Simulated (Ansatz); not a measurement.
## What DFT gives for H2CClF

```yaml
crystal:
  lattice:
    - [6.88307, -0.08144, -0.05921]
    - [-0.04991, 4.09063, -0.08019]
    - [-1.63701, -0.07333, 4.87566]
  atoms:
    - { symbol: C, position: [0.19691, 0.87738, 0.37226] }
    - { symbol: C, position: [0.81215, 0.36602, 0.64272] }
    - { symbol: H, position: [0.16355, 0.59897, 0.28517] }
    - { symbol: H, position: [0.85386, 0.12094, 0.70314] }
    - { symbol: H, position: [0.26665, 0.90239, 0.57367] }
    - { symbol: H, position: [0.73805, 0.40271, 0.42172] }
    - { symbol: Cl, position: [0.36161, 0.97844, 0.16320] }
    - { symbol: Cl, position: [0.62781, 0.48326, 0.83431] }
    - { symbol: F, position: [0.00424, 0.05172, 0.24459] }
    - { symbol: F, position: [0.97787, 0.51999, 0.73299] }
```

Single point in Ansatz 0.2.0 with a composed functional ({exchange: {pbe: 0.51, rpbe: 0.49}, correlation: pbe}), no spin polarisation. Cutoff 420 eV, PAW datasets, 3×5×4 (shifted by 0.5, 0, 0 steps) k mesh, fermi-dirac filling (width 0.1 eV).

Stress: The pressure is 3.4 GPa (compression positive), so with the atoms held at these fractions the cell would first expand; the forces are large, so a full relaxation may end otherwise. The principal stresses -4.3, 1.6, 12.8 GPa differ, so its shape would change too.
Electronic structure: The gap on the k mesh is 5.25 eV; the mesh may miss the band edges, so the true gap of this level can be smaller.
Forces: The largest is on C1: 9.14 eV/Å, components (-1.07, -2.94, -8.58). It makes 166° with the line to a nearest neighbour, H5 at 0.99 Å, pointing away from it.
Band edges: Within 0.7 eV of the edges, the states project mainly on Cl p (84 %) below the gap and on C p (41 %) and Cl p (29 %) above it.

Origin: a strained cell with displaced atoms, so it need not be a known compound. Caveats: an odd or shifted mesh can miss the band edges, so this level's true gap may be smaller; atoms or cell far from equilibrium; forces of this functional can be a tenth off on these datasets.
